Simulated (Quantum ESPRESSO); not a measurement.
## ZnIn3O5F (a curve over one atom's position)

A calculation, not a measurement. The program is pw.x of Quantum ESPRESSO 7.5 (plane-wave density functional theory). The cell is made up: 10 atoms on a corundum lattice, with randomly drawn elements, strain and displacements, not relaxed. PseudoDojo standard norm-conserving files (v0.5 for PBE, v0.4.1 for LDA and PBEsol) set the functional; there is no spin polarisation, spin-orbit coupling or dispersion term, and the masses in the input are unused placeholders.

Seven runs move atom 9 (F, counted in the order of the input) along z and keep all else fixed.

Input of the run at -0.0309:

```
&control calculation='scf', pseudo_dir='./dojo.nc.sr.pbe.v0_5.standard.upf', outdir='./o', disk_io='low', tprnfor=.true., tstress=.true. /
&system ibrav=0, nat=10, ntyp=4, nbnd=54, ecutwfc=84.00895049, nosym=.true., tot_charge=0,
 occupations='smearing', smearing='fd', degauss=0.0018374661
/
&electrons conv_thr=7.350e-09, electron_maxstep=60, /
ATOMIC_SPECIES
F 1.0 F.upf
In 1.0 In.upf
O 1.0 O.upf
Zn 1.0 Zn.upf
CELL_PARAMETERS angstrom
2.7523 1.5891 4.8742
-2.7523 1.5891 4.8742
0.0 -3.1781 4.8742
ATOMIC_POSITIONS angstrom
Zn 0.0695 0.0016 5.1043
In 0.025 -0.0406 2.24
In -0.0707 0.0325 9.4918
In -0.1218 0.0702 12.4802
O -0.9819 1.6308 8.4918
O -0.8359 -1.7504 8.5645
O 1.9466 0.0673 8.6071
O 1.028 -1.5502 6.0753
F 0.8572 1.7213 6.1208
O -1.9097 -0.2102 6.0856
K_POINTS automatic
5 5 5 1 1 1
```

| shift of atom 9 along z (Å) | free energy less that of the input shown (eV) | Fx on atom 9 (eV/Å) | Fy on atom 9 (eV/Å) | Fz on atom 9 (eV/Å) | pressure (GPa) | iterations |
| --- | --- | --- | --- | --- | --- | --- |
| -0.0767 | -0.0035 | -0.058 | -0.474 | 0.042 | 3.57 | 13 |
| -0.0498 | -0.0028 | -0.130 | -0.478 | -0.098 | 3.59 | 13 |
| -0.0309 | 0.0000 | -0.179 | -0.483 | -0.196 | 3.60 | 13 |
| +0.0409 | 0.0274 | -0.366 | -0.520 | -0.566 | 3.74 | 13 |
| +0.0508 | 0.0332 | -0.392 | -0.527 | -0.617 | 3.76 | 13 |
| +0.0794 | 0.0530 | -0.465 | -0.551 | -0.764 | 3.85 | 13 |

Question: one run is left out of the table, at +0.0588. Estimate its Fz on atom 9 (eV/Å).

Answer: -0.658. The whole row:

```
shift of atom 9 along z (Å)  free energy less that of the input shown (eV)  Fx on atom 9 (eV/Å)  Fy on atom 9 (eV/Å)  Fz on atom 9 (eV/Å)  pressure (GPa)  iterations
                    +0.0588                                         0.0383               -0.412               -0.533               -0.658            3.79          13
```

A cubic fit gives dFz/dz = -5.16 eV/Å² at zero shift. Across the table the free energy follows the integral of the force to within 0.1 meV. A rerun of one of the cells at 1437 eV and a 7 x 7 x 7 mesh moved values by no more than 0.003 eV in energy, 0.03 GPa in stress and 0.002 eV/Å in force.